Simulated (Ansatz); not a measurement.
Starting cell, GaP (zinc blende):

```
GaP
1.0
    0.00000     5.45138     5.45138
    2.72569     0.00000     2.72569
    2.72569     2.72569     0.00000
P Ga
2 2
Direct
  0.37500   0.75000   0.75000
  0.87500   0.75000   0.75000
  0.00000   0.00000   0.00000
  0.50000   0.00000   0.00000
```

Scan: atom 4 (Ga, nearest neighbour P at 2.361 Å; its periodic images, 3.9 Å or more away, move with it) is displaced towards the nearest neighbour, direction (-0.577, 0.577, 0.577) in Cartesian axes, by s. The other atoms stay.

These are r2SCAN (plane waves to 500 eV, PAW, scalar-relativistic; Ansatz, a program for electronic structure) values and carry that method's errors. k mesh 4×8×8 (Γ-centred), Fermi-Dirac smearing 0.05 eV. The energy includes the smearing's −TS. GaP was relaxed with its symmetry unable to fall. The zero of ΔE is the undisplaced structure.

```tsv
s (Å)	ΔE (meV/cell)
-0.240	277
-0.192	186
-0.144	110
-0.096	withheld
-0.048	13
0.000	0
0.048	15
0.096	62
0.144	147
0.192	275
0.240	452
```

### Question
Fit a polynomial form (powers 2, 3, 4) to the given rows and predict ΔE at s = -0.096.

### Answer
Least squares on the 10 given rows: ΔE = (6117)·s² + (6316)·s³ + (3671)·s⁴, in meV/cell with s in Å; root-mean-square residual 0.3 meV/cell. At -0.096 the fit gives 51 meV/cell; the calculation gives 51 meV/cell, the same to the digits shown. The quadratic term alone would give 56 meV/cell.

(A displaced cell: forces are minus the slopes of the energy, force constants its curvatures, and phonons follow from these.)
